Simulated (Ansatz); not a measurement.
TiO2 (anatase, I4_1/amd), r²SCAN (plane waves, PAW; program Ansatz). The conduction-band minimum lies at Γ, with 1 equivalent valley. Second derivatives d²E/dk² of the lowest band at one valley (eV·Å²), along Cartesian directions:

| direction | d²E/dk² |
|---|---|
| [100] | 17.41 |
| [010] | 17.41 |
| [001] | 1.912 |
| [110] | 17.41 |
| [101] | 9.664 |
| [011] | 9.664 |

Problem. Find the principal effective masses, the density-of-states mass and the conductivity mass.

Solution. Off-diagonal terms follow from H_xy = H[110] − (H_xx + H_yy)/2, and m*/mₑ = 7.620 eV·Å² over each eigenvalue: 0.44, 0.44, 4.0. One valley's DOS mass (m₁m₂m₃)^(1/3) = 0.91, conductivity mass 3/(Σ 1/mᵢ) = 0.62 mₑ.

Problem. What effective density of states Nc follows at 300 K for parabolic valleys?

Solution. Nc = 2.509e19 × 1 × (0.91)^(3/2) ≈ 2.2e19 cm⁻³.

The cell was relaxed with r²SCAN under the symmetry of its start. The run is not spin-polarised.

Potentials: the earlier of the program's two PAW sets.

Edges and masses are those of Kohn–Sham bands, whose gap is no quasiparticle gap.
